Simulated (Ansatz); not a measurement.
A crystal relaxed with r2SCAN in Ansatz has space group I-42d (No. 122) and a = 5.797 Å, c = 8.333 Å.

```json
{"atom": "Mg", "site": "4a", "x": "0.0000", "y": "0.0000", "z": "0.0000"}
{"atom": "Xx", "site": "8d", "x": "0.3346", "y": "0.2500", "z": "0.1250"}
{"atom": "C", "site": "4b", "x": "0.5000", "y": "0.5000", "z": "0.0000"}
```

r2SCAN gives a direct gap of 0.15 eV at Γ. With HSE06 the gap is 0.42 eV and direct, at Γ. Meshes: r2SCAN 6×6×6, HSE06 4×4×4.

Question: Which element is Xx?
A. As
B. P
C. Bi
D. Sb

Answer: A. Xx is As: MgCAs₂, ordered on the zincblende lattice (I-42d) with 8 atoms a cell. Around Mg lie 4 As at 2.64 Å; around As lie 2 C at 2.03 Å and 2 Mg at 2.64 Å; around C lie 4 As at 2.03 Å.

The cell comes from a prototype generator: it can be a known phase or a hypothetical one. Spin polarisation is off.

The runs are scalar-relativistic, without spin-orbit coupling.

The meshes of the hybrids are coarse, so their gaps aren't converged to the digits shown.
